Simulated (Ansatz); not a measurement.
Input:

Si$_{2}$W:
```xyz
6
Lattice="1.7266 -7.7853 0.0000 1.7266 7.7853 0.0000 0.0000 0.0000 3.3617" Properties=species:S:1:pos:R:3 pbc="T T T"
Si     1.7266    -6.8344     2.5213
Si     1.7266     6.8344     0.8404
Si     1.7266     3.9267     2.5213
Si     1.7266    -3.9267     0.8404
W      1.7266    -2.0067     2.5213
W      1.7266     2.0067     0.8404
```

This is the PBE-relaxed structure.

Problem. All from PBE (plane waves, PAW; program Ansatz), unless another level is named. Give the electronic character.

Solution. metallic (no gap).

Problem. And the formation energy from the elements (no fitted shifts)?

Solution. 0.069 eV/atom.

Problem. And the density of states at the Fermi level?

Solution. 0.33 states/eV per atom (mean over ±0.08 eV).

Space group Cmcm. A made-up cell: these elements were put on the sites of a structure type; neither database checked (COD, Materials Project) lists it. It is not the phase usual at ambient conditions (space group No. 139). The PBE relaxation kept the symmetry of its start; whether a distortion lowers the energy is not shown. No spin polarisation was allowed. The references are the lowest solids computed at this level, not always the standard phases. Spin–orbit coupling is left out wherever it is not named.

Potentials: the later of the program's two PAW sets.
